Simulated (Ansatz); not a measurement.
Structure relaxation, Cu

The start is a generated trial cell of Cu in the bcc structure type. Cell shape, volume and atoms are optimised at zero target pressure with PBEsol (plane waves to 420 eV, PAW, scalar-relativistic; Ansatz, a first-principles code). The first steps use a coarse 16×16×16 k-mesh.

Input geometry:
```yaml
crystal:
  lattice:
    - [-1.43263, 1.43263, 1.43263]
    - [1.43263, -1.43263, 1.43263]
    - [1.43263, 1.43263, -1.43263]
  atoms:
    - { symbol: Cu, position: [0.00000, 0.00000, 0.00000] }
```

Q: How much energy is released per atom?

A: 0.01 eV/atom.

Q: How does the volume per atom move from start to end?

A: -3.4 %, from 11.76 to 11.36 Å³/atom.

Q: How do the shortest distances between atoms change?

A: The closest pairs of elements (up to four, under 3.6 Å), start → end: Cu–Cu 2.48 → 2.45 Å.

Q: What does it relax into? Give the structure.

A: 
```cif
data_Cu2
_chemical_formula_sum 'Cu2'
_space_group_name_H-M_alt 'Im-3m'
_space_group_IT_number 229
_space_group_name_Hall '-I 4 2 3'
_cell_length_a 2.83232
_cell_length_b 2.83232
_cell_length_c 2.83232
_cell_angle_alpha 90.000
_cell_angle_beta 90.000
_cell_angle_gamma 90.000
loop_
_atom_site_label
_atom_site_type_symbol
_atom_site_symmetry_multiplicity
_atom_site_Wyckoff_symbol
_atom_site_fract_x
_atom_site_fract_y
_atom_site_fract_z
_atom_site_occupancy
Cu1 Cu 2 a 0.00000 0.00000 0.00000 1
```
(The calculation used a cell of 1 atom; values per cell refer to that cell.)

The space group stays Im-3m (No. 229) (the run could not lower it); the end is bcc (W type), with 1 atom in the primitive cell. Final values are on a 23×23×23 k-mesh of the relaxed cell. No spin polarisation in the result.

The run could not lose the symmetry of its start, so the end can be a saddle point.

The relaxed structure here is a generated cell of Cu: the first start was made by placing the elements on the sites of a structure type, and the end was not matched to a known phase here, so it may be hypothetical. Known forms of Cu include space group No. 225.
